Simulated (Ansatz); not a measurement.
A distorted cell of WC (WC type, space group P-6m2):

```
CELL_PARAMETERS angstrom
      5.84370     0.00000     0.00000
     -1.46093     2.53040     0.00000
      0.00000     0.00000     2.84710
ATOMIC_POSITIONS crystal
  W  0.93355 0.93355 0.90033
  W  0.50000 0.00000 0.00000
  C  0.33333 0.33333 0.50000
  C  0.83333 0.33333 0.50000
```

All values below come from PBE (plane waves to 420 eV, PAW, scalar-relativistic; Ansatz, a program for electronic structure). k mesh 15×15×13 (Γ-centred), Fermi-Dirac smearing 0.05 eV. Energies are smeared free energies. Compression counts positive. With partly filled bands, energies and forces of such displacements shift with the k mesh and the smearing. Spin-orbit coupling is left out, though W is heavy. WC is run without spin polarisation. WC was relaxed with its symmetry unable to fall.

Problem. Predict the force on every atom, in eV/Å.

Solution. 
| atom | Fx | Fy | Fz |
|---|---|---|---|
| W1 | 6.953 | 4.014 | 5.234 |
| W2 | -3.859 | -2.228 | -1.032 |
| C3 | -0.559 | -0.323 | -0.077 |
| C4 | -2.535 | -1.463 | -4.126 |

Problem. What is the stress tensor (GPa)?

Solution. 
```
   20.3     -8.9      4.8
   -8.9     30.5      2.7
    4.8      2.7     21.5
```
The pressure, a third of the trace, is 24.1 GPa.

Problem. In it atom 1 sits (-0.291, -0.168, -0.284) Å away from its relaxed site. What is its energy relative to the relaxed cell?

Solution. 2235 meV/cell.

(For displaced atoms, the force is minus the slope of the energy, and its curvature is a force constant, which sets phonon frequencies.)
